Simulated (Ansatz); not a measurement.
Input file for Ansatz (an electronic-structure program):

Ansatz 0.2 input:
```yaml
crystal:
  lattice:
    - [7.624664446, 0.0, 0.0]
    - [-3.812332223, 6.6031531056, 0.0]
    - [0.0, 0.0, 2.9104732983]
  atoms:
    - { symbol: Si, position: [0.1739564122, 0.7675803648, 0.25] }
    - { symbol: Si, position: [0.4063760474, 0.1739564122, 0.75] }
    - { symbol: Si, position: [0.2324196352, 0.4063760474, 0.25] }
    - { symbol: Si, position: [0.8260435878, 0.2324196352, 0.75] }
    - { symbol: Si, position: [0.5936239526, 0.8260435878, 0.25] }
    - { symbol: Si, position: [0.7675803648, 0.5936239526, 0.75] }
    - { symbol: N, position: [0.3333333333, 0.6666666667, 0.25] }
    - { symbol: N, position: [0.6666666667, 0.3333333333, 0.75] }
    - { symbol: N, position: [0.3300020103, 0.0296297368, 0.25] }
    - { symbol: N, position: [0.3003722736, 0.3300020103, 0.75] }
    - { symbol: N, position: [0.9703702632, 0.3003722736, 0.25] }
    - { symbol: N, position: [0.6699979897, 0.9703702632, 0.75] }
    - { symbol: N, position: [0.6996277264, 0.6699979897, 0.25] }
    - { symbol: N, position: [0.0296297368, 0.6996277264, 0.75] }
kpoints:
  mp_grid: { grid: [4, 4, 9] }
hamiltonian:
  xc: pbesol
  pseudopotentials: { kind: paw }
scf:
  occupations: { method: fixed }
elastic: { mode: relaxed_ion, stencil: two_point, amplitude: 0.005, f_tol: 0.0005 }
```

Output (shortened):

```
Pseudopotential: Si, paw, valence charge 4
Pseudopotential: N, paw, valence charge 5
Functional definition: PBEsol
Crystal: 14 atoms, lattice volume = 146.533 Å³
Basis set: ecut = 420 eV, 2859 PW (Γ), exchange–correlation on 108×108×40 points (8 copies of the dense FFT grid, shifted against one another)
Bands: 46, of which v1, the nominal top of the filled ones, is band 32 counted from 1 (31 counted from 0)
Symmetry: 12 space group operations
Space group: P63/m (ITA 176), of the structure as read, at distance tolerance 5.3e-5 Å
k-points: 20 of 144
SCF 1 converged in 11 iterations: F = -6773.802966 eV  dr2 = 7.47e-15
relax step   1: F+E_penalty+E_count = -6773.80296625 eV  Δ(F+E_penalty+E_count) = +0.000e0 eV  max|allowed force component| = 7.645e-4 eV/Å  Δτ_max = 0.0000 Å  (11 SCF iters, accepted)
Crystal: 14 atoms, lattice volume = 146.533 Å³
SCF 2 converged in 9 iterations: F = -6773.802966 eV  dr2 = 6.49e-15
relax step   2: F+E_penalty+E_count = -6773.80296629 eV  Δ(F+E_penalty+E_count) = -4.009e-8 eV  max|allowed force component| = 4.944e-4 eV/Å  Δτ_max = 0.0000 Å  (9 SCF iters, accepted)
Crystal: 14 atoms, lattice volume = 146.533 Å³
SCF 3 converged in 10 iterations: F = -6773.802966 eV  dr2 = 8.05e-16
Crystal: 14 atoms, lattice volume = 145.800 Å³
Basis set: ecut = 420 eV, 2851 PW (Γ), exchange–correlation on 108×108×40 points (8 copies of the dense FFT grid, shifted against one another)
Symmetry: 4 space group operations
k-points: 50 of 144
SCF 4 converged in 13 iterations: F = -6773.797151 eV  dr2 = 9.71e-15
relax step   1: F+E_penalty+E_count = -6773.79715103 eV  Δ(F+E_penalty+E_count) = +0.000e0 eV  max|allowed force component| = 1.122e-1 eV/Å  Δτ_max = 0.0000 Å  (13 SCF iters, accepted)
Crystal: 14 atoms, lattice volume = 145.800 Å³
SCF 5 converged in 12 iterations: F = -6773.798397 eV  dr2 = 2.34e-14
relax step   2: F+E_penalty+E_count = -6773.79839683 eV  Δ(F+E_penalty+E_count) = -1.246e-3 eV  max|allowed force component| = 2.796e-2 eV/Å  Δτ_max = 0.0067 Å  (12 SCF iters, accepted)
Crystal: 14 atoms, lattice volume = 145.800 Å³
SCF 6 converged in 10 iterations: F = -6773.798470 eV  dr2 = 4.02e-14
relax step   3: F+E_penalty+E_count = -6773.79847013 eV  Δ(F+E_penalty+E_count) = -7.330e-5 eV  max|allowed force component| = 1.176e-2 eV/Å  Δτ_max = 0.0011 Å  (10 SCF iters, accepted)
Crystal: 14 atoms, lattice volume = 145.800 Å³
SCF 7 converged in 10 iterations: F = -6773.798485 eV  dr2 = 3.11e-14
relax step   4: F+E_penalty+E_count = -6773.79848467 eV  Δ(F+E_penalty+E_count) = -1.454e-5 eV  max|allowed force component| = 2.648e-3 eV/Å  Δτ_max = 0.0015 Å  (10 SCF iters, accepted)
Crystal: 14 atoms, lattice volume = 145.800 Å³
SCF 8 converged in 9 iterations: F = -6773.798486 eV  dr2 = 2.21e-14
relax step   5: F+E_penalty+E_count = -6773.79848585 eV  Δ(F+E_penalty+E_count) = -1.179e-6 eV  max|allowed force component| = 2.448e-4 eV/Å  Δτ_max = 0.0004 Å  (9 SCF iters, accepted)
Crystal: 14 atoms, lattice volume = 145.800 Å³
SCF 9 converged in 10 iterations: F = -6773.798486 eV  dr2 = 3.03e-15
Crystal: 14 atoms, lattice volume = 147.266 Å³
Basis set: ecut = 420 eV, 2883 PW (Γ), exchange–correlation on 108×108×40 points (8 copies of the dense FFT grid, shifted against one another)
SCF 10 converged in 13 iterations: F = -6773.797464 eV  dr2 = 6.49e-15
relax step   1: F+E_penalty+E_count = -6773.79746397 eV  Δ(F+E_penalty+E_count) = +0.000e0 eV  max|allowed force component| = 1.066e-1 eV/Å  Δτ_max = 0.0000 Å  (13 SCF iters, accepted)
Crystal: 14 atoms, lattice volume = 147.266 Å³
SCF 11 converged in 12 iterations: F = -6773.798680 eV  dr2 = 3.88e-14
relax step   2: F+E_penalty+E_count = -6773.79868031 eV  Δ(F+E_penalty+E_count) = -1.216e-3 eV  max|allowed force component| = 9.031e-3 eV/Å  Δτ_max = 0.0077 Å  (12 SCF iters, accepted)
Crystal: 14 atoms, lattice volume = 147.266 Å³
SCF 12 converged in 9 iterations: F = -6773.798688 eV  dr2 = 4.35e-14
relax step   3: F+E_penalty+E_count = -6773.79868814 eV  Δ(F+E_penalty+E_count) = -7.830e-6 eV  max|allowed force component| = 1.617e-3 eV/Å  Δτ_max = 0.0005 Å  (9 SCF iters, accepted)
Crystal: 14 atoms, lattice volume = 147.266 Å³
SCF 13 converged in 8 iterations: F = -6773.798688 eV  dr2 = 1.00e-14
relax step   4: F+E_penalty+E_count = -6773.79868844 eV  Δ(F+E_penalty+E_count) = -3.077e-7 eV  max|allowed force component| = 2.176e-4 eV/Å  Δτ_max = 0.0001 Å  (8 SCF iters, accepted)
Crystal: 14 atoms, lattice volume = 147.266 Å³
SCF 14 converged in 10 iterations: F = -6773.798688 eV  dr2 = 1.42e-15
Crystal: 14 atoms, lattice volume = 145.800 Å³
Basis set: ecut = 420 eV, 2823 PW (Γ), exchange–correlation on 108×108×40 points (8 copies of the dense FFT grid, shifted against one another)
SCF 15 converged in 11 iterations: F = -6773.795991 eV  dr2 = 1.02e-14
relax step   1: F+E_penalty+E_count = -6773.79599079 eV  Δ(F+E_penalty+E_count) = +0.000e0 eV  max|allowed force component| = 8.664e-2 eV/Å  Δτ_max = 0.0000 Å  (11 SCF iters, accepted)
Crystal: 14 atoms, lattice volume = 145.800 Å³
SCF 16 converged in 10 iterations: F = -6773.796935 eV  dr2 = 1.16e-14
relax step   2: F+E_penalty+E_count = -6773.79693469 eV  Δ(F+E_penalty+E_count) = -9.439e-4 eV  max|allowed force component| = 8.192e-3 eV/Å  Δτ_max = 0.0033 Å  (10 SCF iters, accepted)
Crystal: 14 atoms, lattice volume = 145.800 Å³
SCF 17 converged in 9 iterations: F = -6773.796949 eV  dr2 = 7.60e-14
relax step   3: F+E_penalty+E_count = -6773.79694949 eV  Δ(F+E_penalty+E_count) = -1.480e-5 eV  max|allowed force component| = 1.464e-3 eV/Å  Δτ_max = 0.0008 Å  (9 SCF iters, accepted)
Crystal: 14 atoms, lattice volume = 145.800 Å³
SCF 18 converged in 8 iterations: F = -6773.796950 eV  dr2 = 2.19e-14
relax step   4: F+E_penalty+E_count = -6773.79694982 eV  Δ(F+E_penalty+E_count) = -3.316e-7 eV  max|allowed force component| = 2.518e-4 eV/Å  Δτ_max = 0.0001 Å  (8 SCF iters, accepted)
Crystal: 14 atoms, lattice volume = 145.800 Å³
SCF 19 converged in 10 iterations: F = -6773.796950 eV  dr2 = 2.80e-15
Crystal: 14 atoms, lattice volume = 147.266 Å³
SCF 20 converged in 11 iterations: F = -6773.796150 eV  dr2 = 2.54e-14
relax step   1: F+E_penalty+E_count = -6773.79615040 eV  Δ(F+E_penalty+E_count) = +0.000e0 eV  max|allowed force component| = 8.289e-2 eV/Å  Δτ_max = 0.0000 Å  (11 SCF iters, accepted)
Crystal: 14 atoms, lattice volume = 147.266 Å³
SCF 21 converged in 10 iterations: F = -6773.797063 eV  dr2 = 3.04e-14
relax step   2: F+E_penalty+E_count = -6773.79706298 eV  Δ(F+E_penalty+E_count) = -9.126e-4 eV  max|allowed force component| = 3.604e-3 eV/Å  Δτ_max = 0.0039 Å  (10 SCF iters, accepted)
Crystal: 14 atoms, lattice volume = 147.266 Å³
SCF 22 converged in 9 iterations: F = -6773.797065 eV  dr2 = 7.69e-15
relax step   3: F+E_penalty+E_count = -6773.79706477 eV  Δ(F+E_penalty+E_count) = -1.790e-6 eV  max|allowed force component| = 1.183e-5 eV/Å  Δτ_max = 0.0002 Å  (9 SCF iters, accepted)
Crystal: 14 atoms, lattice volume = 147.266 Å³
SCF 23 converged in 10 iterations: F = -6773.797065 eV  dr2 = 5.97e-16
Crystal: 14 atoms, lattice volume = 146.532 Å³
Basis set: ecut = 420 eV, 2847 PW (Γ), exchange–correlation on 108×108×40 points (8 copies of the dense FFT grid, shifted against one another)
Symmetry: 2 space group operations
k-points: 74 of 144
SCF 24 converged in 11 iterations: F = -6773.801311 eV  dr2 = 8.47e-15
relax step   1: F+E_penalty+E_count = -6773.80131144 eV  Δ(F+E_penalty+E_count) = +0.000e0 eV  max|allowed force component| = 9.572e-2 eV/Å  Δτ_max = 0.0000 Å  (11 SCF iters, accepted)
Crystal: 14 atoms, lattice volume = 146.532 Å³
SCF 25 converged in 10 iterations: F = -6773.802057 eV  dr2 = 4.84e-14
relax step   2: F+E_penalty+E_count = -6773.80205714 eV  Δ(F+E_penalty+E_count) = -7.457e-4 eV  max|allowed force component| = 1.151e-2 eV/Å  Δτ_max = 0.0062 Å  (10 SCF iters, accepted)
Crystal: 14 atoms, lattice volume = 146.532 Å³
SCF 26 converged in 8 iterations: F = -6773.802066 eV  dr2 = 4.50e-14
relax step   3: F+E_penalty+E_count = -6773.80206610 eV  Δ(F+E_penalty+E_count) = -8.957e-6 eV  max|allowed force component| = 4.632e-3 eV/Å  Δτ_max = 0.0004 Å  (8 SCF iters, accepted)
Crystal: 14 atoms, lattice volume = 146.532 Å³
SCF 27 converged in 8 iterations: F = -6773.802068 eV  dr2 = 2.04e-14
relax step   4: F+E_penalty+E_count = -6773.80206841 eV  Δ(F+E_penalty+E_count) = -2.307e-6 eV  max|allowed force component| = 3.938e-5 eV/Å  Δτ_max = 0.0003 Å  (8 SCF iters, accepted)
Crystal: 14 atoms, lattice volume = 146.532 Å³
SCF 28 converged in 10 iterations: F = -6773.802068 eV  dr2 = 4.74e-16
Crystal: 14 atoms, lattice volume = 146.532 Å³
SCF 29 converged in 11 iterations: F = -6773.801311 eV  dr2 = 9.62e-15
relax step   1: F+E_penalty+E_count = -6773.80131144 eV  Δ(F+E_penalty+E_count) = +0.000e0 eV  max|allowed force component| = 9.572e-2 eV/Å  Δτ_max = 0.0000 Å  (11 SCF iters, accepted)
Crystal: 14 atoms, lattice volume = 146.532 Å³
SCF 30 converged in 10 iterations: F = -6773.802068 eV  dr2 = 1.93e-14
relax step   2: F+E_penalty+E_count = -6773.80206781 eV  Δ(F+E_penalty+E_count) = -7.564e-4 eV  max|allowed force component| = 2.305e-3 eV/Å  Δτ_max = 0.0056 Å  (10 SCF iters, accepted)
Crystal: 14 atoms, lattice volume = 146.532 Å³
SCF 31 converged in 8 iterations: F = -6773.802068 eV  dr2 = 4.07e-14
relax step   3: F+E_penalty+E_count = -6773.80206835 eV  Δ(F+E_penalty+E_count) = -5.393e-7 eV  max|allowed force component| = 8.048e-4 eV/Å  Δτ_max = 0.0001 Å  (8 SCF iters, accepted)
Crystal: 14 atoms, lattice volume = 146.532 Å³
SCF 32 converged in 8 iterations: F = -6773.802068 eV  dr2 = 7.61e-15
relax step   4: F+E_penalty+E_count = -6773.80206841 eV  Δ(F+E_penalty+E_count) = -5.993e-8 eV  max|allowed force component| = 5.943e-5 eV/Å  Δτ_max = 0.0001 Å  (8 SCF iters, accepted)
Crystal: 14 atoms, lattice volume = 146.532 Å³
SCF 33 converged in 10 iterations: F = -6773.802068 eV  dr2 = 5.13e-16
SCF converged after 10 iterations
Stability not checked: this state was not tested for a lower state beside it, because too few of the mixer's solves of this state at the end of the SCF gave a …
Free energy (F): -6773.802966 eV
Harris-Foulkes:  -6773.802966 eV  (|F-HF|=9.09e-13)
Internal energy: -6773.802966 eV  (E = F + TS)
E sigma→0 (E₀):  -6773.802966 eV
Fermi energy:    8.094159 eV
--- Per-component energies (eV) ---
  E_band       = 53.582838
  E_kinetic    = 1346.537555
  E_local      = -2149.810014  (includes V_loc(G=0)·N_el)
  E_nonlocal   = 511.617545
  E_hartree    = 713.949369
  E_xc         = -818.391606
  E_vxc        = -907.956880  (∫ρ·V_xc dr)
  E_paw        = -3979.156104  (= ΣΔE_a)
  E_vpaw       = -174.704914  (= ΣTr[D̂ρ^β])
  E_aug_tail   = 0.000809  (compensation charges beyond the density's cutoff)
  E_ewald      = -2398.964675
  E_core_change = 0.414155  (= ΣΔE_core)
  E_smearing   =  0.000000  (= −TS)
  E_closure    =  0.000000  (closes the sum)
  Σ components = -6773.802966   (vs F -6773.802966, Δ=0.00e0)
--- Forces (eV/Å), atoms counted from 1 ---
  atom   1  Si    -0.00040339    -0.00029020     0.00000000
  atom   2  Si     0.00004962    -0.00049445     0.00000000
  atom   3  Si     0.00045301    -0.00020425     0.00000000
  atom   4  Si     0.00040339     0.00029020     0.00000000
  atom   5  Si    -0.00004962     0.00049445     0.00000000
  atom   6  Si    -0.00045301     0.00020425     0.00000000
  atom   7  N      0.00000000     0.00000000     0.00000000
  atom   8  N      0.00000000     0.00000000     0.00000000
  atom   9  N      0.00001017     0.00038862     0.00000000
  atom  10  N     -0.00033147     0.00020311     0.00000000
  atom  11  N     -0.00034164    -0.00018551     0.00000000
  atom  12  N     -0.00001017    -0.00038862     0.00000000
  atom  13  N      0.00033147    -0.00020311     0.00000000
  atom  14  N      0.00034164     0.00018551     0.00000000
  max |Σ_I F_I| component: 6.32e-18 eV/Å
--- Stress (GPa, compression-positive) ---
        0.003784       0.000000       0.000000
        0.000000       0.003784       0.000000
        0.000000       0.000000      -0.010299
  P = ⅓ Tr σ = -0.0009 GPa (-0.009 kbar)
--- Band table (eV; the first three rows and the last of 20) ---
  k-point 0: bands = ["-10.0436", "-8.5671", "-8.5671", "-7.9469", "-7.8034", "-7.8034", "-6.5466", "-6.2294", "0.0278", "0.0278", "0.1162", "0.7479", "0.7479", "2.2600", "2.2600", "3.1165", "3.5611", "4.0624", "4.0624", "4.2507", "4.2507", "4.8125", …
  k-point 1: bands = ["-9.8945", "-8.4326", "-8.4326", "-7.8421", "-7.6867", "-7.6867", "-6.4863", "-6.2055", "0.0498", "0.0498", "0.2124", "0.7774", "0.7774", "2.3169", "2.3169", "2.9231", "3.1350", "3.6473", "3.6473", "3.7320", "3.7320", "4.6456", "4.7219", …
  k-point 2: bands = ["-9.4605", "-8.0500", "-8.0500", "-7.5582", "-7.3682", "-7.3682", "-6.3370", "-6.1870", "-0.0724", "-0.0724", "0.4737", "0.6595", "0.6595", "1.6951", "2.3309", "2.3309", "2.7770", "2.7770", "2.8127", "3.0942", "3.0942", "3.8148", …
  k-point 19: bands = ["-7.7572", "-7.5267", "-7.1929", "-6.9132", "-6.7808", "-6.6445", "-6.2409", "-6.2070", "-1.0645", "-0.9438", "-0.6453", "-0.3020", "-0.0342", "0.2967", "1.1674", "1.7486", "1.9872", "2.2664", "3.0586", "3.2571", "3.4720", "3.5555", …
--- Elastic constants: 3 strain directions × 2 members + reference (group order 12) ---
  dense FFT box of the reference and of every strained cell: 54×54×20
  strains applied: 11, 33, 23; error gains …
  reference relaxed by the batch: 2 steps …
  largest displacement 1.9e-5 Å; the constants are those of the deck's cell at these positions:
  atoms:
    - { symbol: Si, position: [0.1739536230994165, 0.7675782826670858, 0.24999999999999997] }
    - { symbol: Si, position: [0.4063753404323307, 0.17395362309941653, 0.75] }
    - { symbol: Si, position: [0.23242171733291422, 0.40637534043233076, 0.24999999999999997] }
    - { symbol: Si, position: [0.8260463769005834, 0.2324217173329142, 0.75] }
    - { symbol: Si, position: [0.5936246595676693, 0.8260463769005835, 0.24999999999999997] }
    - { symbol: Si, position: [0.7675782826670858, 0.5936246595676692, 0.75] }
    - { symbol: N, position: [0.3333333333333333, 0.6666666666666667, 0.24999999999999997] }
    - { symbol: N, position: [0.6666666666666667, 0.3333333333333333, 0.75] }
    - { symbol: N, position: [0.3300005683725421, 0.02962800262571136, 0.24999999999999997] }
    - { symbol: N, position: [0.3003725657468307, 0.33000056837254205, 0.75] }
    - { symbol: N, position: [0.9703719973742886, 0.30037256574683063, 0.24999999999999997] }
    - { symbol: N, position: [0.669999431627458, 0.9703719973742887, 0.75] }
    - { symbol: N, position: [0.6996274342531694, 0.669999431627458, 0.24999999999999997] }
    - { symbol: N, position: [0.029628002625711358, 0.6996274342531694, 0.75] }
  C = ∂σ_k/∂η_j (tension-positive GPa; Voigt order 11 22 33 23 13 12):
       407.408    190.278    113.397      0.000      0.000      0.000
       190.278    407.408    113.397      0.000      0.000      0.000
       113.383    113.383    531.673      0.000      0.000      0.000
         0.000      0.000      0.000     96.613      0.003      0.000
         0.000      0.000      0.000     -0.003     96.613      0.000
         0.000      0.000      0.000      0.000      0.000    108.565
  reference stress σ⁰ (GPa):     -0.004     -0.004      0.010      0.000      0.000      0.000
  moduli (Voigt/Reuss/Hill, GPa): K = 242.29/241.88/242.08   G = 122.32/113.38/117.85   E = 304.19   ν = 0.291
  mechanically stable: yes (min eigenvalue of sym C = 96.61 GPa)
  strain η (Voigt 11):  stress-route row diagonal C_11 = 407.41 GPa, energy-path curvature d²(F+E_count+ΔE)/dδ²/Ω₀ = 407.26 GPa
         δ    σ_11 (GPa)             F (eV)   n_scf  n_hpsi   n_pw
    -5.000e-3      -2.0473       -6773.7984858      10   37554   2886   relax 5 steps, max|allowed force component| 2.45e-4 eV/Å
     5.000e-3       2.0267       -6773.7986884      10   37583   2910   relax 4 steps, max|allowed force component| 2.18e-4 eV/Å
  strain η (Voigt 33):  stress-route row diagonal C_33 = 531.67 GPa, energy-path curvature d²(F+E_count+ΔE)/dδ²/Ω₀ = 532.09 GPa
         δ    σ_33 (GPa)             F (eV)   n_scf  n_hpsi   n_pw
    -5.000e-3      -2.6858       -6773.7969498      10   14510   2872   relax 4 steps, max|allowed force component| 2.52e-4 eV/Å
     5.000e-3       2.6310       -6773.7970648      10   14918   2904   relax 3 steps, max|allowed force component| 1.18e-5 eV/Å
  strain η (Voigt 23):  stress-route row diagonal C_44 = 96.61 GPa, energy-path curvature d²(F+E_count+ΔE)/dδ²/Ω₀ = 96.67 GPa
         δ    σ_23 (GPa)             F (eV)   n_scf  n_hpsi   n_pw
    -5.000e-3      -0.4831       -6773.8020684      10   54758   2896   relax 4 steps, max|allowed force component| 3.94e-5 eV/Å
     5.000e-3       0.4831       -6773.8020684      10   54738   2896   relax 4 steps, max|allowed force component| 5.94e-5 eV/Å
```

Cost: roughly 9 core-minutes on shared cores.

Space group P6_3/m. Symmetry was held in the PBEsol relaxation; of distortions, only those at the zone centre were tested.

Potentials: the later of the program's two PAW sets.

Ansatz is a plane-wave DFT program.
